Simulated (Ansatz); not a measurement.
## fluorite-structured VF₂

Method: PBEsol, scalar-relativistic; collinear spin; PAW, 420 eV, Γ-centred 10×10×10 mesh, 0.05 eV Gaussian smearing; code Ansatz; PAW files: Ansatz's generated set soft_2.

```xyz
3
Lattice="0.0000 2.5444 2.5444 2.5444 0.0000 2.5444 2.5444 2.5444 0.0000" Properties=species:S:1:pos:R:3 pbc="T T T"
V     0.0000    0.0000    0.0000
F     1.2722    1.2722    1.2722
F     3.8167    3.8167    3.8167
```

The start was a prototype's sites filled with these elements. The Crystallography Open Database lists the compound in space group P42/mnm, so this is a trial structure.

Magnetic state: ferromagnetic, site spin moments V 2.37 μB.

The cell above was scaled in volume, its shape and atoms being fixed by the lattice's symmetry. Energies are counted from the cell above.

The cell is relaxed to zero pressure at this level.

| V (Å³/atom) | ΔE (meV/atom) | P (GPa) | largest moment (μB) |
| --- | --- | --- | --- |
| 10.54 | 7.4 | 5.7 | 2.35 |
| 10.76 | 1.8 | 2.7 | 2.36 |
| 10.98 | 0.0 | 0.0 | 2.37 |
| 11.20 | 1.7 | -2.4 | 2.38 |
| 11.42 | 6.4 | -4.5 | 2.40 |

(1) What do the points give for the equilibrium volume, the bulk modulus and its pressure derivative (third-order Birch–Murnaghan)?

Answer:

(1) V0 = 10.98 Å³/atom, B0 = 126 GPa, B0′ = 4.7.

B0·V0 = 125.7 GPa × 10.98 Å³ = 8.61 eV/atom sets the scale: near the minimum ΔE ≈ ½ B0 V0 x², with x = V/V0 − 1, and a pressure of 1.3 GPa squeezes the volume by about 1 %. At the ends of the curve: x = −4.0 % predicts 6.9 meV/atom and the run gives 7.4; x = +4.0 % predicts 6.9 meV/atom and the run gives 6.4. Compression costs more and expansion less than the parabola says, since the crystal stiffens as it shrinks; B0′ measures that.

Site moments are of spin, integrated over atomic spheres. A displaced or strained copy of the relaxed cell lay 0.6 meV/atom lower, so on this mesh the structure isn't a minimum; in a metal a finer mesh can change so small a difference. Compounds of this kind are often insulators, Mott or charge-transfer ones with an open 3d shell, so the metal found may come from the functional, which lacks a U or exact exchange, or from the structure. No antiparallel order was tried.
